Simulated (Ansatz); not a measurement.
The numbers come from plane-wave PAW DFT (Ansatz): r2SCAN, no spin polarisation, 500 eV, 6×6×6 Γ-centred k points, fermi-dirac occupations (width 0.1 eV). Nothing was relaxed.

Computed maps in the lattice plane spanned by b (left to right, 7.30 Å, 22 points from zero) and c (bottom to top, 7.30 Å, 22 points from zero), 60° apart, at height 0.296 along a. The fields are smooth PAW ones with compensation charges, not the true ones near nuclei.

Valence density. Digits on a logarithmic scale: 0 up to 0.03 e/Å³, each further digit a factor of 1.6, 9 from 1.3 e/Å³ up:
```
1223332222233332111221
2234544322334544322222
2345666543345666532222
2346898754456898754221
2346999976556999975321
1246899997656899997531
1135799998666799998642
1123579999766689999643
1112457898765667898653
2111245666665566666543
2222223445556666555433
3344432233456776654332
3566654222356898764322
4678886432346999975422
3688888742246899997532
3578778864235799998642
2478867885324579999643
2357887886422457898653
2135788886421235666543
1113577876421123444432
1111345665321111233322
1112223343322111122221
```

Task: The cell is Cs$_{3}$GaAs$_{6}$. Which atoms lie within 0.2 Å of this plane, and where (fractions of b and c)?

Result: As at (0.70, 0.70), As at (0.70, 0.30), As at (0.30, 0.70). The whole cell:
```
CELL_PARAMETERS angstrom
0.00000 5.16091 5.16091
5.16091 0.00000 5.16091
5.16091 5.16091 0.00000
ATOMIC_POSITIONS crystal
Cs 0.75000 0.75000 0.75000
Cs 0.25000 0.25000 0.25000
Cs 0.00000 0.00000 0.00000
Ga 0.50000 0.50000 0.50000
As 0.29650 0.70350 0.70350
As 0.70350 0.29650 0.70350
As 0.70350 0.29650 0.29650
As 0.29650 0.70350 0.29650
As 0.70350 0.70350 0.29650
As 0.29650 0.29650 0.70350
```

Origin: a known structure type with other elements, at an estimated volume, so it need not be a known compound. Caveats: many states at the Fermi level without spin polarisation, so a magnetic state may lie lower; atoms or cell far from equilibrium.
